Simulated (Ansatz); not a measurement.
Here is an unrelaxed guess for Al2GaP3.

```
Al Ga P
1.0
     4.01991    0.00000    0.00000
    -2.00996    3.48134    0.00000
     0.00000    0.00000    7.51282
Al Ga P
2 1 3
Direct
  0.66667 0.33333 0.24807
  0.66667 0.33333 0.75193
  0.00000 0.00000 0.00000
  0.00000 0.00000 0.50000
  0.33333 0.66667 0.00000
  0.33333 0.66667 0.50000
```

Level of theory: Ansatz, DFT PBE, scalar-relativistic, plane waves, PAW. Settings: cutoff 420 eV, Γ-centred mesh 6×6×2 on the computed 6-atom cell, Gaussian smearing of 0.10 eV; no spin polarisation.

Formation energies are uncorrected and refer to the elements' standard structures at the same level. The references include black phosphorus.

Task: What does a single point on this coarse mesh give?

Result: The pressure is 3.0 GPa (the mean over three directions, positive in compression), the largest force is 0.82 eV/Å, and the energy is +0.39 eV/atom against the elements. The shortest distance is 2.32 Å.

Task: Is it a good guess?

Result: A fair one: relaxing gains under 0.1 eV/atom (the start's value is from the coarse mesh, so the gain is rough) in 16 ionic steps and ends at +0.30 eV/atom on the finer mesh. The symmetry stays P-6m2 (No. 187). The volume per atom shrinks by 1.5 %, from 17.5 to 17.3 Å³. The shortest distance goes from 2.32 Å (Ga–P and P–P) to 2.39 Å (Ga–P and P–P). Conventional cell: a = 4.142 Å, c = 6.970 Å. Around Al lie 6 P at 2.85 Å, 3 Ga at 3.08 Å, 3 P at 3.08 Å and 1 Al at 3.10 Å; Ga has 3 P at 2.39 Å and 6 Al at 3.08 Å; P on its first site has 3 P at 2.39 Å and 6 Al at 2.85 Å; 2 more sites not described.

The last run used a 12×12×6 mesh (in the run's order of axes) for its 6-atom cell and Gaussian smearing of 0.10 eV. The reference form of P is held partly by dispersion forces, which this level lacks. The relaxation can't lower the symmetry of the start, and the grade says only how near the guess is to its own end. Symmetry constrained the relaxation, so the result can be a saddle point. Another cell of Al2GaP3 relaxed alike, in P4mm, lies 0.45 eV/atom lower, so this cell isn't the stable form at this level.
